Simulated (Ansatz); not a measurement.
A relaxed structure of TiB$_{2}$ is spoiled in several ways and relaxed again each time (noise and exchanges are one random draw each; squeezed and stretched starts keep its symmetry, which their runs cannot lower; pressure is positive under compression). These are r2SCAN (plane waves to 500 eV, PAW, scalar-relativistic; Ansatz, a first-principles code) values and carry that method's errors.

```cif
data_B2Ti
_chemical_formula_sum 'Ti1 B2'
_space_group_name_H-M_alt 'P6/mmm'
_space_group_IT_number 191
_space_group_name_Hall '-P 6 2'
_cell_length_a 3.02494
_cell_length_b 3.02494
_cell_length_c 3.22390
_cell_angle_alpha 90.000
_cell_angle_beta 90.000
_cell_angle_gamma 120.000
loop_
_atom_site_label
_atom_site_type_symbol
_atom_site_symmetry_multiplicity
_atom_site_Wyckoff_symbol
_atom_site_fract_x
_atom_site_fract_y
_atom_site_fract_z
_atom_site_occupancy
Ti1 Ti 1 a 0.00000 0.00000 0.00000 1
B1 B 2 d 0.33333 0.66667 0.50000 1
```

```
change                                                     first pressure (GPa)  largest first force (eV/Å)  released (eV/atom)  moves         outcome  final group  E − E(parent) (eV/atom)
---------------------------------------------------------  --------------------  --------------------------  ------------------  -----  --------------  -----------  -----------------------
with one Ti and one B atom exchanged in a cell of 6 atoms                     –                           –                 1.3     30  trapped higher         Pmm2                    +1.44
squeezed uniformly to 88 % of its volume                                     43                         0.0                0.12     10             [?]          [?]                      [?]
stretched uniformly to 150 % of its volume                                  [?]                         0.0                 [?]     11             [?]          [?]                      [?]
```

Some entries are withheld; supply them.


- stretched uniformly to 150 % of its volume, first pressure (GPa): -48
- stretched uniformly to 150 % of its volume, released (eV/atom): 0.89
- stretched uniformly to 150 % of its volume, outcome: returns to the parent
- stretched uniformly to 150 % of its volume, final group: P6/mmm
- stretched uniformly to 150 % of its volume, E − E(parent) (eV/atom): 0.00
- squeezed uniformly to 88 % of its volume, outcome: returns to the parent
- squeezed uniformly to 88 % of its volume, final group: P6/mmm
- squeezed uniformly to 88 % of its volume, E − E(parent) (eV/atom): 0.00

First-step values come from each run's starting, coarser k-mesh (9×9×7, 9×9×8, 8×8×6). The runs use different k-meshes, so differences are rounded accordingly. No spin polarisation in the result.
